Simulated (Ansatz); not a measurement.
**Profile along the O–Cd line in CdO (rock salt)**

CdO (rock salt)

```cif
data_CdO
_chemical_formula_sum 'O1 Cd1'
_space_group_name_H-M_alt 'P 1'
_space_group_IT_number 1
_cell_length_a 3.31693
_cell_length_b 3.31693
_cell_length_c 3.31693
_cell_angle_alpha 60.000
_cell_angle_beta 60.000
_cell_angle_gamma 60.000
loop_
_space_group_symop_operation_xyz
  'x, y, z'
loop_
_atom_site_label
_atom_site_type_symbol
_atom_site_fract_x
_atom_site_fract_y
_atom_site_fract_z
_atom_site_occupancy
O1 O 0.00000 0.00000 0.00000 1
Cd1 Cd 0.50000 0.50000 0.50000 1
```

Fields along a shortest O–Cd line of a {110} plane (2.35 Å), from O to Cd, interpolated on the slice's grid (step about 0.2 Å). Level of theory: PBEsol (plane waves to 420 eV, PAW, scalar-relativistic; Ansatz, a first-principles code). k mesh 12×12×12. These are valence fields of a PAW run, semicore shells included where kept as valence: close to a nucleus they are smooth pseudo fields. CdO was relaxed with its symmetry unable to fall. The PAW data are Ansatz's earlier set.

| distance from O (Å) | valence electron density (e/Å³) | electron localisation function |
|---|---|---|
| 0.00 | 8.61 | x |
| 0.24 | 6.84 | x |
| 0.47 | 3.31 | x |
| 0.71 | 1.17 | 0.80 |
| 0.94 | 0.48 | 0.40 |
| 1.18 | 0.37 | 0.11 |
| 1.41 | 0.79 | 0.22 |
| 1.65 | 3.44 | 0.37 |
| 1.88 | 10.51 | x |
| 2.12 | 20.97 | x |
| 2.35 | 26.73 | x |

x: too close to a nucleus for the ELF to mean much.

Density on the O–Cd line (2.35 Å) at its density minimum, 1.1 Å from O: 0.36 e/Å³. ELF at that point: 0.1.
